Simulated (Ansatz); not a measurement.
## Guessed and relaxed cells of Te₃O₇

The cell of Te₃O₇ is invented: 4-, 6-connected net, bridging atoms on its edges (R-3m, No. 166). Its size is a rough estimate.

start:

Space group R-3m:H (No. 166). a = 6.277 Å, b = 6.277 Å, c = 24.146 Å, α = 90.00°, β = 90.00°, γ = 120.00°
| atom | site | symmetry | x | y | z |
| --- | --- | --- | --- | --- | --- |
| Te | 6c | 3m | 0.3333 | 0.6667 | 0.0827 |
| Te | 3a | -3m | 0.0000 | 0.0000 | 0.0000 |
| O | 3b | -3m | 0.3333 | 0.6667 | 0.1667 |
| O | 18h | .m | 0.1667 | 0.3333 | 0.0414 |

These are results of DFT PBE, scalar-relativistic, plane waves, PAW in Ansatz, not measurements. Cutoff 420 eV, Gaussian smearing, Γ-centred meshes. Cell and atoms relax first on a coarse mesh and then on a finer one. In between, the cell is made exact in the group found at 0.06 Å. In metals the finer mesh still leaves noise of several meV/atom or more. The steps can't lower the symmetry of their start. No spin polarisation.

end:

Space group R-3m:H (No. 166). a = 5.981 Å, b = 5.981 Å, c = 24.125 Å, α = 90.00°, β = 90.00°, γ = 120.00°
```json
{"atom": "Te", "site": "6c", "symmetry": "3m", "x": "0.6667", "y": "0.3333", "z": "0.7484"}
{"atom": "Te", "site": "3a", "symmetry": "-3m", "x": "0.0000", "y": "0.0000", "z": "0.0000"}
{"atom": "O", "site": "3b", "symmetry": "-3m", "x": "0.6667", "y": "0.3333", "z": "0.8333"}
{"atom": "O", "site": "18h", "symmetry": ".m", "x": "0.4951", "y": "0.9902", "z": "0.7198"}
```

The symmetry stays R-3m (No. 166). The volume per atom shrinks by 9.3 %, from 27.5 to 24.9 Å³. The shortest distance goes from 2.03 Å (Te–O) to 1.91 Å (Te–O). The energy falls by about 0.23 eV/atom (the start's value is from the coarse mesh).

| Item | Value |
| --- | --- |
| Volume per atom | 24.92 Å³ |
| Density | 3.30 g/cm³ |
| Formation energy | −0.72 eV/atom |
| Gap on the 6×6×6 mesh of the 10-atom cell | 0 eV (the bands overlap slightly) |

Energies over the elements count from the elements' standard structures at the same level (O₂ as a molecule), with no fitted energy shifts. It lies below the elements, which doesn't yet make it stable against other compounds or structures.

The last run used Gaussian smearing of 0.10 eV. These runs have no spin–orbit coupling, which can matter for Te. The zero gap may come from the functional, which often closes small gaps, or the cell may be a true semimetal. The reference form of Te is held partly by dispersion forces, which this level lacks. A structure relaxed within its symmetry needn't be a true minimum. In all, the 4 runs took 4.2 min on 1 thread of Arm Neoverse V1 (shared host).
